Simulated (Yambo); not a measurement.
Yambo run on Na$_{3}$P (space group P6_3/mmc, No. 194). The wavefunctions come from this Quantum ESPRESSO step (PBEsol, PseudoDojo standard norm-conserving files, scalar-relativistic):

```
&CONTROL
  calculation = 'nscf'
  pseudo_dir = './pseudo'
  outdir = './out'
/
&SYSTEM
  ibrav = 0
  nat = 8
  ntyp = 2
  ecutwfc = 88.0
  ecutrho = 352.0
  occupations = 'fixed'
  force_symmorphic = .true.
  nbnd = 266
/
&ELECTRONS
  conv_thr = 8e-09
  diago_full_acc = .true.
  diago_thr_init = 1e-08
/
ATOMIC_SPECIES
Na 22.9898 Na.upf
P 30.9738 P.upf
CELL_PARAMETERS angstrom
  4.920220211000   0.000000000000   0.000000000000
 -2.460110106000   4.261035695000   0.000000000000
  0.000000000000   0.000000000000   8.765210000000
ATOMIC_POSITIONS crystal
Na   0.000000000000   0.000000000000   0.250000000000
Na   0.000000000000   0.000000000000   0.750000000000
Na   0.333333333000   0.666666667000   0.580220000000
Na   0.666666667000   0.333333333000   0.419780000000
Na   0.666666667000   0.333333333000   0.080220000000
Na   0.333333333000   0.666666667000   0.919780000000
P   0.333333333000   0.666666667000   0.250000000000
P   0.666666667000   0.333333333000   0.750000000000
K_POINTS automatic
3 3 2 0 0 0
```

Yambo input:

```
rim_cut
gw0
dyson
el_el_corr
HF_and_locXC
ppa
em1d
RandQpts= 1000000
RandGvec= 1 Ry
EXXRLvcs= 88 Ry
VXCRLvcs= 352 Ry
Chimod= "HARTREE"
% BndsRnXp
 7 | 265 |
%
NGsBlkXp= 7 Ry
% LongDrXp
 1.0 | 1.0 | 1.0 |
%
PPAPntXp= 27.2114 eV
% GbndRnge
 1 | 265 |
%
GTermKind= "BG"
DysSolver= "n"
ExtendOut
% QPkrange
 1 | 1 | 32 | 33 |
 2 | 2 | 32 | 33 |
 5 | 5 | 32 | 33 |
 6 | 6 | 32 | 33 |
%
```

k points by index: 1 = Γ, 2 = A, 5 = K, 6 = H.

The o-*.qp file then holds:

```
#    K-point    Band    Eo [eV]    E [eV]    E-Eo [eV]    Vxc [eV]    Vnlxc [eV]    Sc|Eo [eV]    Sc|E [eV]    dSc/dw|Eo [eV]    Re(Z)    Im(Z)
#
    1    32    0.000000    -0.668617    -0.668617    -10.58311    -12.92390    1.433795    1.672177    -9.698815    0.737224    -0.002426
    1    33    0.443526    0.422181    -0.021344    -7.784732    -4.723839    -3.088336    -3.082237    -7.840191    0.776318    -0.002199
    2    32    -0.062820    -0.735420    -0.672600    -10.56688    -12.94449    1.464980    1.705005    -9.707849    0.737044    -0.002427
    2    33    1.961704    1.981287    0.019582    -8.916796    -5.524341    -3.366789    -3.372873    -8.375403    0.764642    -0.002210
    5    32    -0.817368    -1.467279    -0.649912    -9.920788    -12.29625    1.493094    1.725555    -9.728489    0.736624    -0.003425
    5    33    1.700105    1.640919    -0.059187    -6.826099    -3.485631    -3.416273    -3.399654    -7.669005    0.780128    -0.002272
    6    32    -0.425166    -1.071574    -0.646408    -10.42479    -12.73080    1.427441    1.659597    -9.770290    0.735801    -0.002200
    6    33    2.643629    2.577126    -0.066502    -7.396343    -3.879557    -3.603295    -3.583289    -8.211507    0.768180    -0.002166
```
(The two width columns are left out.) Convergence of these settings isn't established.

Geometry of the Materials Project entry, not relaxed at this level.
